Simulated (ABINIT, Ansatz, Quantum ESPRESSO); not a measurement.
BPd4: programs and potentials compared

```
Pd B
1.0
     2.89203    0.00000    0.00000
     0.00000    4.36501    0.00000
     0.00000    0.00000    5.85632
Pd B
4 1
Direct
  0.50000 0.00000 0.19758
  0.00000 0.00000 0.61947
  0.00000 0.50000 0.32916
  0.50000 0.50000 0.86756
  0.50000 0.00000 0.86323
```

The cell comes from a database or a generator and needn't be the stable form of this composition.

Alike in all runs: task single point; functional PBE; k mesh 9 × 6 × 5; occupations fermi-dirac, width 0.05 eV; no spin polarisation; no spin-orbit coupling. Pressure is positive in compression and, in plane waves, holds the error of the finite cutoff, which Ansatz's Pulay term estimates and takes out.

```csv
program and potentials,plane-wave cutoff (eV),notes,pressure (GPa),largest force (eV/Å)
"Ansatz, Ansatz PAW",420,Pulay term of +0.09 GPa included,-1.22,0.271
"ABINIT, JTH PAW PBE v2.0",599,-,-1.33,0.241
"Quantum ESPRESSO, SSSP 1.3 efficiency PBE",816,-,-1.45,0.284
```

Force on atom 1 (Pd), eV/Å:

```tsv
program and potentials	x	y	z
Ansatz, Ansatz PAW	0.000	0.000	-0.271
ABINIT, JTH PAW PBE v2.0	0.000	0.000	-0.241
Quantum ESPRESSO, SSSP 1.3 efficiency PBE	0.000	0.000	-0.284
```

The pressure spans -1.45 (Quantum ESPRESSO, SSSP 1.3 efficiency PBE) to -1.22 GPa (Ansatz, Ansatz PAW).

Differences between rows come from potentials, basis sets and numerical settings, since the functional is the same but for its coding. Runs on potential files found faulty are left out.
